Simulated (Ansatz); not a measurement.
Data:

BeTe:
```yaml
crystal:
  lattice:
    - [0.00000, 2.68525, 2.68525]
    - [2.68525, 0.00000, 2.68525]
    - [2.68525, 2.68525, 0.00000]
  atoms:
    - { symbol: Be, position: [0.00000, 0.00000, 0.00000] }
    - { symbol: Te, position: [0.50000, 0.50000, 0.50000] }
```

This is the r²SCAN-relaxed structure.

### Question
All from r²SCAN (plane waves, PAW; program Ansatz), unless another level is named. Give the electronic character.

### Answer
metallic (no gap).

### Question
What about the formation energy from the elements (no fitted shifts)?

### Answer
123 meV/atom.

### Question
Predict the gap with spin–orbit coupling.

### Answer
none (metallic).

Space group Fm-3m (rock salt). The start of the workflow was typed in or built on a structure type; neither database checked (COD, Materials Project) lists it. COD files the formula under space group No. 216, so this cell is another polymorph or a model. Whether it is the stable phase at ambient conditions was not checked. The cell was relaxed with r²SCAN under the symmetry of its start; whether a distortion lowers the energy is not shown. The references are the lowest solids computed at this level, not always the standard phases. Scalar-relativistic: spin–orbit coupling is off unless named, which matters more the heavier the elements.

Potentials: the later of the program's two PAW sets.
